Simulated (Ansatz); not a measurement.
The start is a generated trial cell of NbP in the MnP structure type. The cell and all atomic positions are relaxed at zero pressure with PBEsol (plane waves to 420 eV, PAW, scalar-relativistic; Ansatz, an electronic-structure program). First-step values are on the input's coarse k-mesh.

Ansatz input (later rounds restart from its end on a renewed k-mesh):
Ansatz 0.2 input:
```yaml
crystal:
  lattice:
    - [5.625327, 0, 0]
    - [0, 3.413016, 0]
    - [0, 0, 6.335362]
  atoms:
    - { symbol: Nb, position: [0.5056, 0.25, 0.6952] }
    - { symbol: Nb, position: [0.0056, 0.25, 0.8048] }
    - { symbol: Nb, position: [0.4944, 0.75, 0.3048] }
    - { symbol: Nb, position: [0.9944, 0.75, 0.1952] }
    - { symbol: P, position: [0.6879, 0.25, 0.0696] }
    - { symbol: P, position: [0.1879, 0.25, 0.4304] }
    - { symbol: P, position: [0.3121, 0.75, 0.9304] }
    - { symbol: P, position: [0.8121, 0.75, 0.5696] }
basis: { ecutwfc: 420, ecutrho_ratio: 4, xc_grid: 2, fft_grid_basis: typed }
kpoints: { mp_grid: { grid: [4, 7, 4] } }
hamiltonian:
  xc: pbesol
  dispersion: none
  pseudopotentials: { kind: paw }
scf: { occupations: { method: fermi_dirac, width: 0.05 } }
relax: { f_tol: 0.01, max_steps: 100, cell: { stress_tol: 0.02 } }
output: { forces: true, stress: true }
```

Task: How large is the pressure on the unrelaxed cell, and of which sign?

Result: +10 GPa (positive: the cell is compressed).

Task: By how much does the energy per atom fall from start to end?

Result: 0.06 eV/atom.

Task: How does the volume change?

Result: +4.4 %, from 15.20 to 15.87 Å³/atom.

Task: How do the shortest distances between atoms change?

Result: The closest pairs of elements (up to four, under 3.6 Å), start → end: Nb–P 2.45 → 2.48 Å; P–P 2.86 → 3.03 Å; Nb–Nb 2.90 → 3.01 Å.

Task: Give the final cell and atomic positions.

Result: 
```cif
data_Nb4P4
_chemical_formula_sum 'Nb4 P4'
_space_group_name_H-M_alt 'Pnma'
_space_group_IT_number 62
_space_group_name_Hall '-P 2ac 2n'
_cell_length_a 5.96859
_cell_length_b 3.29994
_cell_length_c 6.44732
_cell_angle_alpha 90.000
_cell_angle_beta 90.000
_cell_angle_gamma 90.000
loop_
_atom_site_label
_atom_site_type_symbol
_atom_site_symmetry_multiplicity
_atom_site_Wyckoff_symbol
_atom_site_fract_x
_atom_site_fract_y
_atom_site_fract_z
_atom_site_occupancy
Nb1 Nb 4 c 0.00510 0.25000 0.80520 1
P1 P 4 c 0.19986 0.25000 0.43335 1
```

The space group stays Pnma (No. 62) (the run could not lower it); the end is AFLOW prototype AB_oP8_62_c_c (B31, as in MnP), with 8 atoms in the primitive cell. Final values are on a 8×14×7 k-mesh of the relaxed cell. No spin polarisation in the result.

The run could not lose the symmetry of its start: the end is stationary, and may be a saddle point rather than a minimum.

The relaxed structure here is a generated cell of NbP: the first start was made by placing the elements on the sites of a structure type, and the end was not matched to a known phase here, so it may be hypothetical.
